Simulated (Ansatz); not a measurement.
Bi-209 NMR of the central transition in Bi₂Se₃

Cell: a structure deposited in the COD, atoms as given.

```
Bi Se
1.0
     2.07150    1.19598    9.54533
    -2.07150    1.19598    9.54533
     0.00000   -2.39196    9.54533
Bi Se
2 3
Direct
  0.40080 0.40080 0.40080
  0.59920 0.59920 0.59920
  0.00000 0.00000 0.00000
  0.21170 0.21170 0.21170
  0.78830 0.78830 0.78830
```

Sites (sets of like atoms) are named by element and the number of their first atom in this list.

All values are calculated (Ansatz; DFT, PBE, plane waves and PAW, scalar-relativistic, 420 eV cutoff, Γ-centred 9×9×9 k-points, Fermi–Dirac smearing 0.02 eV), not measured.

Bi-209 has I = 9/2 and Q = -516.0 mb (Pyykkö 2018); at 9.4 T its Larmor frequency is ν₀ = 65.4 MHz (from the bare nuclear moment; shielding lowers the observed one by a per cent or two). Only the quadrupole interaction is simulated: positions count from each site's isotropic chemical shift, and J coupling is left out, as are shift anisotropy and dipolar coupling, which fast spinning averages.

Q: Give C_Q, η, the quadrupolar product P_Q = |C_Q|(1 + η²/3)^½, the second-order isotropic shift and the breadth of the pattern (fast magic-angle spinning) for each Bi site.

A: 

```json
{"site": "Bi", "first shell": "6 Se at 2.85–3.07 Å", "C_Q (MHz)": "-9.54", "η": "0.00", "P_Q (MHz)": "9.54", "δ_QIS (ppm)": "-29.5", "breadth (kHz)": "4.14"}
```

δ_QIS = −(ν_Q²/30ν₀²)[I(I+1) − 3/4](1 + η²/3) × 10⁶ ppm with ν_Q = 3|C_Q|/[2I(2I−1)]; it falls as 1/B₀² in ppm, and the breadth as 1/B₀ in kHz.

An axis of threefold or higher order runs through Bi, so V_zz lies along it and η is zero.

Spin–orbit coupling is left out, which shifts gradients on Bi by a few per cent in wide-gap crystals, and can shift them far more where the calculated gap is small or absent, as here. Newer work puts Q(²⁰⁹Bi) near −420 mb, which would lower these couplings by about a fifth. With a gap of 0.2 eV on this mesh, small gradients can still move by 0.1 × 10²¹ V/m² or more as the k-mesh gets denser.
